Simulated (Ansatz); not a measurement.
**Zn3CdTe4 (P-4m2) at 2 levels of theory**

One geometry, relaxed with PBE; plane waves with PAW potentials in Ansatz, scalar-relativistic unless the row names spin-orbit coupling. No spin polarisation but for the spin–orbit row. Gaps are the least over mesh and band path; pressure is positive in compression.

```yaml
crystal:
  lattice:
    - [4.44089, 0.00000, 0.00000]
    - [0.00000, 4.44089, 0.00000]
    - [0.00000, 0.00000, 12.61477]
  atoms:
    - { symbol: Zn, position: [0.00000, 0.00000, 0.75958] }
    - { symbol: Zn, position: [0.50000, 0.50000, 0.00000] }
    - { symbol: Zn, position: [0.00000, 0.00000, 0.24042] }
    - { symbol: Cd, position: [0.50000, 0.50000, 0.50000] }
    - { symbol: Te, position: [0.50000, 0.00000, 0.87982] }
    - { symbol: Te, position: [0.00000, 0.50000, 0.12018] }
    - { symbol: Te, position: [0.50000, 0.00000, 0.35990] }
    - { symbol: Te, position: [0.00000, 0.50000, 0.64009] }
```

```tsv
level	cutoff (eV)	k mesh	gap (eV)	pressure (GPa)
PBE	420	6×6×2	0.88	0.0
```

Q: What comes out on the same cell with PBE with spin-orbit coupling?

A:
| level | cutoff (eV) | k mesh | gap (eV) | pressure (GPa) |
| --- | --- | --- | --- | --- |
| PBE with spin-orbit coupling | 420 | 6×6×2 | 0.61 | 0.0 |

Spin-orbit coupling matters for the bands of heavy elements and enters only rows that name it.

The structure comes from a generated guess; another structure or a mixture of phases may lie lower.
